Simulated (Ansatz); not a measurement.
LiNbO$_{3}$ (space group R-3)

```
LiNbO3
1.0
    2.59760     1.49972     4.72631
   -2.59760     1.49972     4.72631
    0.00000    -2.99945     4.72631
Li Nb O
2 2 6
Cartesian
  0.00000   0.00000   5.05932
  0.00000   0.00000   9.11962
  0.00000   0.00000   2.04834
  0.00000   0.00000  12.13060
 -0.89718  -1.70512   8.19387
  0.89718   1.70512   5.98507
 -1.02809   1.62955   8.19387
  1.02809  -1.62955   5.98507
  1.92527   0.07558   8.19387
 -1.92527  -0.07558   5.98507
```

This relaxed cell (volume V₀) is scaled evenly in all directions, its shape held. The atoms relax within the cell's symmetry.

These are PBEsol (plane waves to 420 eV, PAW, scalar-relativistic; Ansatz, a quantum-chemistry and plane-wave program) values and carry that method's errors. k mesh 8×8×8 (Γ-centred), Fermi-Dirac smearing 0.05 eV. E stands for the smeared free energy. Stress and pressure are positive under compression. LiNbO3 is run without spin polarisation. LiNbO3 was relaxed with its symmetry unable to fall. This is one of several known forms of LiNbO3; the measured ambient cells at hand have space group No. 161. ΔE is measured from the relaxed starting cell.

Q: Give the computed ΔE (kJ/mol of atoms) and P (GPa) at V/V₀ = 0.900, 0.917, 0.933, 0.983, 1.050, 1.083.

A: 
```csv
V/V₀,ΔE (kJ/mol of atoms),P (GPa)
0.900,3.80,12.5
0.917,2.56,10.0
0.933,1.59,7.6
0.983,0.09,1.7
1.050,0.73,-4.2
1.083,1.90,-6.4
```

(A scan under strain: stresses follow from slopes of the energy per volume, elastic moduli from its curvatures.)
